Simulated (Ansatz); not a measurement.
Consider the following.

BeS:
```yaml
crystal:
  lattice:
    - [3.40604, 0.00000, 0.00000]
    - [-1.70302, 2.94972, 0.00000]
    - [0.00000, 0.00000, 7.71830]
  atoms:
    - { symbol: Be, position: [0.50000, 0.00000, 0.00000] }
    - { symbol: Be, position: [0.00000, 0.50000, 0.33333] }
    - { symbol: Be, position: [0.50000, 0.50000, 0.66667] }
    - { symbol: S, position: [0.50000, 0.00000, 0.50000] }
    - { symbol: S, position: [0.00000, 0.50000, 0.83333] }
    - { symbol: S, position: [0.50000, 0.50000, 0.16667] }
```

This is the PBE+D3(BJ)-relaxed structure.

Task: All from PBE+D3(BJ) (plane waves, PAW; program Ansatz), unless another level is named. Predict the smallest direct gap on the standard path.

Result: 3.91 eV.

Task: What about the formation energy from the elements (no fitted shifts)?

Result: -0.79 eV/atom.

Task: Next, the conduction-band minimum?

Result: on the M–K line, 9 % of the way from M (6 equivalent valleys).

Task: Predict the weight of the valence-edge state by species (Voronoi cells).

Result: S 76 %, Be 24 %.

Space group P6_422. The start of the workflow was typed in or built on a structure type; neither database checked (COD, Materials Project) lists it. COD files the formula under space group No. 216, so this cell is another polymorph or a model. Its standing as an ambient phase is unchecked. The PBE+D3(BJ) relaxation kept the symmetry of its start; whether a distortion lowers the energy is not shown. The references are the lowest solids computed at this level, not always the standard phases.

Potentials: the earlier of the program's two PAW sets.
